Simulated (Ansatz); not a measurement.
# NaTmI4 (P4/mmm)

Theory: DFT PBE, scalar-relativistic, plane waves, PAW, and for the lanthanide a 4f-in-core norm-conserving potential, in Ansatz 0.2.0.

Cutoff 690 eV; k points 10×10×4 on the computed 6-atom cell (Γ-centred); Gaussian smearing, width 0.10 eV; no spin polarisation.

The structure is relaxed at this level of theory with its symmetry kept, and needn't be the ground state of this composition.

```cif
data_structure
_symmetry_space_group_name_H-M 'P 1'
_symmetry_Int_Tables_number 1
_cell_length_a 3.7489
_cell_length_b 3.7489
_cell_length_c 16.3578
_cell_angle_alpha 90.000
_cell_angle_beta 90.000
_cell_angle_gamma 90.000
_cell_volume 229.90
loop_
_atom_site_label
_atom_site_type_symbol
_atom_site_fract_x
_atom_site_fract_y
_atom_site_fract_z
_atom_site_occupancy
Na1 Na 0.00000 0.00000 0.50000 1
Tm1 Tm 0.00000 0.00000 0.00000 1
I1 I 0.50000 0.50000 0.37371 1
I2 I 0.50000 0.50000 0.88813 1
I3 I 0.50000 0.50000 0.11187 1
I4 I 0.50000 0.50000 0.62629 1
```

```json
{
 "Space group": "P4/mmm (No. 123)",
 "Volume per atom": "38.32 Å³",
 "Kohn–Sham band gap": "none (metal)",
 "Density of states at the Fermi level": "3.6 states/eV per cell"
}
```

Spin-orbit coupling is left out, which matters for the bands of heavy elements. The cell holds layers, chains or molecules and no dispersion correction was added, so their binding is poorly described.

Another cell of NaTmI4 relaxed alike, in P4/mmm, lies 266 meV/atom lower, so this cell isn't the stable form at this level.

The cell was found from a structure generator's guess, not taken from experiment.

The lanthanide is trivalent by construction, without f bands, f moments or other valences.
